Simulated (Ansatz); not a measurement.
ZrGa₃:
```
CELL_PARAMETERS angstrom
     -1.97618     1.97618     8.72960
      1.97618    -1.97618     8.72960
      1.97618     1.97618    -8.72960
ATOMIC_POSITIONS crystal
  Zr 0.88152 0.88152 0.00000
  Zr 0.11848 0.11848 0.00000
  Ga 0.00000 0.50000 0.50000
  Ga 0.50000 0.00000 0.50000
  Ga 0.75000 0.25000 0.50000
  Ga 0.25000 0.75000 0.50000
  Ga 0.62313 0.62313 0.00000
  Ga 0.37687 0.37687 0.00000
```

Relaxed with r²SCAN. Special points in fractions of this cell's reciprocal vectors: Γ (0.000, 0.000, 0.000); X (0.000, 0.000, 0.500); P (0.250, 0.250, 0.250); N (0.000, 0.500, 0.000); M (0.500, 0.500, -0.500); S (0.263, 0.737, -0.263); S0 (-0.263, 0.263, 0.263); R (-0.026, 0.026, 0.500); G (0.500, 0.500, -0.026).

### Question
List the band energies nearest the Fermi level at these points for r²SCAN (plane waves, PAW; program Ansatz).

### Answer
In eV from the Fermi level; about four levels below and three above (degenerate sets whole), none deeper than 8.9 eV; points with the same levels are listed once.

| k | below | above |
|---|---|---|
| Γ | -2.29 -2.29 -1.75 -1.75 | 0.18 0.70 1.16 1.16 |
| X | -2.54 -2.48 -1.77 -1.32 | 1.55 2.20 2.63 |
| P | -2.94 -2.94 -2.01 -2.01 -1.52 | 2.00 2.46 2.46 |
| N | -2.26 -1.77 -1.62 -0.72 | 0.57 0.78 1.27 |
| M | -1.66 -1.66 -1.58 -0.77 -0.38 | 1.08 1.08 1.38 |
| S | -2.12 -1.73 -1.73 -0.81 | 0.46 0.72 1.28 |
| R | -2.58 -2.49 -1.76 -1.27 | 1.55 2.12 2.66 |

Space group I4/mmm. The workflow started from a Materials Project entry (that database holds measured and hypothetical structures alike); the Crystallography Open Database files this formula in space group No. 139, but the cells were not matched. Its standing as an ambient phase is unchecked. Symmetry was held in the r²SCAN relaxation; its stability against distortions is not shown here. No spin polarisation was allowed. Scalar-relativistic: spin–orbit coupling is off unless named, which matters more the heavier the elements.

Potentials: the later of the program's two PAW sets.
